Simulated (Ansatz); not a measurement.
CoSi₂ (fluorite type, space group Fm-3m) is sheared across one {100} plane: the third cell vector gains the shift, so faults repeat every 8.0 Å. The cut lies between planes 1.34 Å apart; the cell height is held.

```
CoSi2
1.0
    3.78986     0.00000     0.00000
    0.00000     3.78986     0.00000
    1.89493     1.89493     8.03950
Co Si
3 6
Direct
  0.00000   0.00000   0.91667
  0.33333   0.33333   0.25000
  0.66667   0.66667   0.58333
  0.91667   0.41667   0.08333
  0.25000   0.75000   0.41667
  0.58333   0.08333   0.75000
  0.41667   0.91667   0.08333
  0.75000   0.25000   0.41667
  0.08333   0.58333   0.75000
```

In-plane vectors a = (3.790, 0.000) Å, b = (0.000, 3.790) Å, area 14.36 Å². The shift is s times the vector a + b (length 5.360 Å), so s = 1 restores the start. The shift is rigid: no atom relaxes. γ = [E(shift) − E(0)] / area.

These are PBE (plane waves to 420 eV, PAW, scalar-relativistic; Ansatz, an electronic-structure program) values and carry that method's errors. k mesh 11×11×11 (Γ-centred), Fermi-Dirac smearing 0.05 eV. E is the zero-smearing estimate. With partly filled bands, the k mesh leaves noise in γ, roughly 0.02 J/m² as judged from a few cases. Faults lie only 8.0 Å apart, and holding the cell height and the atoms raises γ above its relaxed value. CoSi2 is run without spin polarisation. CoSi2 was relaxed with its symmetry unable to fall. γ is measured from zero shift. The last digit holds for this mesh only.

```
s      γ (J/m²)
-----  --------
0.000      0.00
0.083      0.76
0.167  withheld
0.250      3.42
0.333      2.61
0.417      1.26
0.500      0.67
0.583      1.26
0.667      2.61
0.750      3.42
0.833  withheld
0.917      0.76
```

Task: Fit a Fourier form (three harmonics of 1 − cos and sin) to the given rows and predict γ at s = 0.167.

Result: Least squares on the 10 given rows: γ = (0.244)·[1 − cos(2πs)] + (1.525)·[1 − cos(4πs)] + (0.063)·[1 − cos(6πs)], in J/m²; root-mean-square residual 0.059 J/m². At 0.167 the fit gives 2.54 J/m²; the calculation gives 2.44 J/m², so the interpolation is off by 0.10 (+4.1 %). 

(The slope of γ gives the shear force per area between the displaced halves; near zero shift its curvature is an elastic stiffness.)
